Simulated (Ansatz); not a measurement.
TaAl (rock salt), relaxed and computed with several functionals in Ansatz (plane waves, PAW).

```csv
functional,a (Å),ΔH_f (eV/atom),B₀ by P(V) fit (GPa)
PBEsol,5.231,0.54,130
r²SCAN,5.255,0.49,128
PBE,5.283,0.50,122
```

Typed or built starts, not in the databases checked: TaAl, rock salt. Unstable at this level: TaAl, rock salt with PBEsol; TaAl, rock salt with r²SCAN. All cells were relaxed under the symmetry of their starts (and spin orders); stability against distortions was not tested throughout. Rows with no word on spin ran without spin polarisation. Spin–orbit coupling is left out wherever it is not named.

Potentials: the later of the program's two PAW sets.

Ansatz (a program for electronic structure) is a plane-wave DFT program.

Formation energies count from the lowest solids of the elements computed at the same level, not from gases.
